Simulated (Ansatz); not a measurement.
A geometry of SnO away from equilibrium: the start of the relaxation of a generated cell, SnO built in the beta-GaS structure type. Computed with r2SCAN (plane waves to 500 eV, PAW, scalar-relativistic; Ansatz, an electronic-structure program). Γ-centred k-mesh 7×7×2 on the run's cell (coarser than for final values), Fermi–Dirac smearing 0.05 eV.

```xyz
8
Lattice="4.0857 0.0000 0.0000 -2.0429 3.5383 0.0000 0.0000 0.0000 17.6459" Properties=species:S:1:pos:R:3 pbc="T T T"
Sn     0.0000     2.3589     3.0174
Sn     2.0429     1.1794    11.8404
Sn     2.0429     1.1794    14.6284
Sn     0.0000     2.3589     5.8055
O      0.0000     2.3589    10.6157
O      2.0429     1.1794     1.7928
O      2.0429     1.1794     7.0301
O      0.0000     2.3589    15.8530
```

### Question
What forces act on the atoms (eV/Å)?

### Answer
```json
[
 {"atom": "Sn1", "Fx": "0.00", "Fy": "0.00", "Fz": "-5.17"},
 {"atom": "Sn2", "Fx": "0.00", "Fy": "0.00", "Fz": "-5.17"},
 {"atom": "Sn3", "Fx": "0.00", "Fy": "0.00", "Fz": "5.17"},
 {"atom": "Sn4", "Fx": "0.00", "Fy": "0.00", "Fz": "5.17"},
 {"atom": "O5", "Fx": "0.00", "Fy": "0.00", "Fz": "2.90"},
 {"atom": "O6", "Fx": "0.00", "Fy": "0.00", "Fz": "2.90"},
 {"atom": "O7", "Fx": "0.00", "Fy": "0.00", "Fz": "-2.90"},
 {"atom": "O8", "Fx": "0.00", "Fy": "0.00", "Fz": "-2.90"}
]
```

### Question
What is the pressure?

### Answer
-9.9 GPa, compression positive.

### Question
How far above the relaxed end point is this geometry?

### Answer
1.54 eV/atom; the path ends in P6₃/mmc (No. 194).

No spin polarisation in the result.

The run could not lose the symmetry of its start, so the end can be a saddle point.

The end of the path is a generated cell of SnO: the first start was made by placing the elements on the sites of a structure type, and the end was not matched to a known phase here, so it may be hypothetical. Known forms of SnO include space group No. 129.
